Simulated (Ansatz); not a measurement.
Problem. Top zone-centre frequency (without the LO–TO term) from LDA minus that from r²SCAN (% of the latter), each on its own relaxed cell (Ansatz, an electronic-structure program, plane waves, PAW; no spin–orbit coupling, no Hubbard U), over 18 phases of the class «halides»: what sign and size do you expect?

Solution. Mean 9 %, median 8 %, mean absolute 9 %; eight in ten lie between 3 and 13 %, and 100 % are above zero.

Some cases that may be named, with their rank among the 18 from the lowest: LiF, wurtzite 1 % (rank 1); CdF2, fluorite 2 % (rank 2); Cs2AgBiBr6, Fm-3m (Bi on 4a, Ag on 4b, Cs on 8c, Br on 24e) 8 % (rank 9); KMgF3, cubic perovskite 8 % (rank 10); KI, rock salt 14 % (rank 17); LiCl, rock salt 19 % (rank 18).

The phases are those computed here (of each formula those with measured values and the lowest at some level), not a balanced benchmark, and neither functional is the truth. Pairs that end in unlike spin orders or unlike minima (c/a over 6 % apart, 30 % for weakly bound crystals), magnets with 4f shells, solids of gases and phases set aside for tests are left out, and so are metals.

Not the usual ambient phase: LiF, wurtzite. All cells were relaxed under the symmetry of their starts (and spin orders); stability against distortions was not tested throughout. Named crystals with no word on spin ran without spin polarisation. Spin–orbit coupling is left out wherever it is not named.

Potentials: the later of the program's two PAW sets.

Ansatz is a plane-wave DFT program.
